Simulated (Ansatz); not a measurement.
Here is the system:

InSb:
```cif
data_In3Sb3
_chemical_formula_sum 'In3 Sb3'
_space_group_name_H-M_alt 'P 1'
_space_group_IT_number 1
_cell_length_a 4.63662
_cell_length_b 4.63662
_cell_length_c 10.17946
_cell_angle_alpha 90.000
_cell_angle_beta 90.000
_cell_angle_gamma 120.000
loop_
_space_group_symop_operation_xyz
  'x, y, z'
loop_
_atom_site_label
_atom_site_type_symbol
_atom_site_fract_x
_atom_site_fract_y
_atom_site_fract_z
_atom_site_occupancy
In1 In 0.00000 0.49960 0.66667 1
In2 In 0.50040 0.50040 0.00000 1
In3 In 0.49960 0.00000 0.33333 1
Sb1 Sb 0.00000 0.49977 0.16667 1
Sb2 Sb 0.50023 0.50023 0.50000 1
Sb3 Sb 0.49977 0.00000 0.83333 1
```

This is the r²SCAN-relaxed structure.

Question: All from plane-wave PAW r²SCAN (Ansatz code), unless another level is named. Predict the electronic character.

Answer: no gap, with almost no states at the Fermi level (zero-gap or semimetallic).

Question: Give the formation energy from the elements (no fitted shifts).

Answer: -11 kJ/mol of atoms.

Space group P6_422. The start of the workflow was typed in or built on a structure type; neither database checked (COD, Materials Project) lists it. It is not the phase usual at ambient conditions (space group No. 216). The cell was relaxed with r²SCAN under the symmetry of its start; whether a distortion lowers the energy is not shown. The references are the lowest solids computed at this level, not always the standard phases. Spin–orbit coupling is left out wherever it is not named.

Potentials: the later of the program's two PAW sets.
